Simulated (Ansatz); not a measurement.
Relaxed LiCl (rock salt):

```yaml
crystal:
  lattice:
    - [0.00000, 5.15039, 5.15039]
    - [2.57520, 0.00000, 2.57520]
    - [2.57520, 2.57520, 0.00000]
  atoms:
    - { symbol: Cl, position: [0.00000, 0.00000, 0.00000] }
    - { symbol: Cl, position: [0.50000, 0.00000, 0.00000] }
    - { symbol: Li, position: [0.25000, 0.50000, 0.50000] }
    - { symbol: Li, position: [0.75000, 0.50000, 0.50000] }
```

The atoms are displaced by Q × the pattern below (from a DFPT mode at L = (0.5, 0.0, 0.0), largest move 1; Q in Å), at fixed cell. It is one choice among 2 degenerate patterns. (q is in reciprocal vectors of the primitive cell; the cell shown is doubled to hold the pattern.)

| atom | x | y | z |
|---|---|---|---|
| Li3 | -0.285 | 0.520 | -0.805 |
| Li4 | 0.285 | -0.520 | 0.805 |

Atoms not listed stay in place.

Level of theory: PBE (plane waves to 420 eV, PAW, scalar-relativistic; Ansatz, a first-principles code). k mesh 11×11×11 (Γ-centred), Fermi-Dirac smearing 0.05 eV. Energies are smeared free energies. LiCl was relaxed with its symmetry unable to fall. The zero of ΔE is the undisplaced structure.

| Q (Å) | ΔE (meV/cell) |
|---|---|
| -0.180 | 29.0 |
| -0.150 | 20.0 |
| -0.120 | 12.7 |
| -0.090 | 7.1 |
| -0.060 | withheld |
| -0.030 | 0.8 |
| 0.000 | 0.0 |
| 0.030 | 0.8 |
| 0.060 | withheld |
| 0.090 | 7.1 |
| 0.120 | 12.7 |
| 0.150 | 20.0 |
| 0.180 | 29.0 |

Problem. Fit an even polynomial form (powers 2, 4) to the given rows and predict ΔE at Q = 0.060.

Solution. Least squares on the 11 given rows: ΔE = (872.2)·Q² + (712.4)·Q⁴, in meV/cell with Q in Å; root-mean-square residual 0.01 meV/cell. At 0.060 the fit gives 3.1 meV/cell; the calculation gives 3.2 meV/cell, so the interpolation is off by -0.1 (-3.1 %). The quadratic term alone would give 3.1 meV/cell.

(For displaced atoms, the force is minus the slope of the energy, and its curvature is a force constant, which sets phonon frequencies.)
